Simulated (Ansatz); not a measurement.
Q: Re (hcp (Mg type), space group No. 194) is relaxed with plane-wave PAW PBE+D3(BJ) (Ansatz code). What lattice parameters of the conventional cell result?

A: a = 2.757 Å, c = 4.454 Å.

Space group P6_3/mmc (hcp (Mg type)). The cell was relaxed with PBE+D3(BJ) under the symmetry of its start. No spin polarisation was allowed. The pairwise dispersion correction was not fitted to metals. Axis ratios of metals converge slowly with the k-mesh, so a and c are less sure than the volume. Scalar-relativistic: spin–orbit coupling is off unless named, which matters more the heavier the elements.

Potentials: the later of the program's two PAW sets.
